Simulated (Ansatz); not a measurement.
Harmonic vibrational thermodynamics of Ge (diamond, space group No. 227) at fixed volume, plane-wave PAW r²SCAN (Ansatz code). The rows extrapolate the 0 K crystal and know nothing of melting or changes of phase.

```tsv
T (K)	F_vib (meV/atom)	S (J/K per mol of atoms)	C_V (J/K per mol of atoms)
50	35.1	3.2	6.2
100	[?]	10.0	[?]
200	14.6	22.3	20.9
300	[?]	31.3	[?]
400	-49.4	38.0	23.8
600	-139.0	[?]	[?]
800	-245.8	54.9	24.7
1000	-365.5	60.4	24.8
```

Complete the blanks.


- 600, C_V (J/K per mol of atoms): 24.4
- 600, S (J/K per mol of atoms): 47.8
- 100, F_vib (meV/atom): 31.7
- 100, C_V (J/K per mol of atoms): 14.0
- 300, F_vib (meV/atom): -13.4
- 300, C_V (J/K per mol of atoms): 23.0

Space group Fd-3m (diamond). The r²SCAN relaxation kept the symmetry of its start; phonons on a q-mesh show no instability.

Potentials: the earlier of the program's two PAW sets.
